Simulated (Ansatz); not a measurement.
With the program Ansatz at the r²SCAN level (PAW), TaSi$_{2}$ in the hexagonal phase (P6_222; Ta on 3c, Si on 6i) relaxes to a = 4.780 Å, c = 6.554 Å. Against the elements it lies at -44 kJ/mol-atom, with no fitted shifts.

Electronic character: metallic (no gap). Gap from r²SCAN with spin–orbit coupling: none (metallic).

An equation-of-state fit gives a bulk modulus of 194 GPa. Bader charges are Ta +0.95, Si -0.48 e.

The cell was relaxed with r²SCAN under the symmetry of its start. No spin polarisation was allowed. The references are the lowest solids computed at this level, not always the standard phases. Spin–orbit coupling is left out wherever it is not named.

Potentials: the later of the program's two PAW sets.
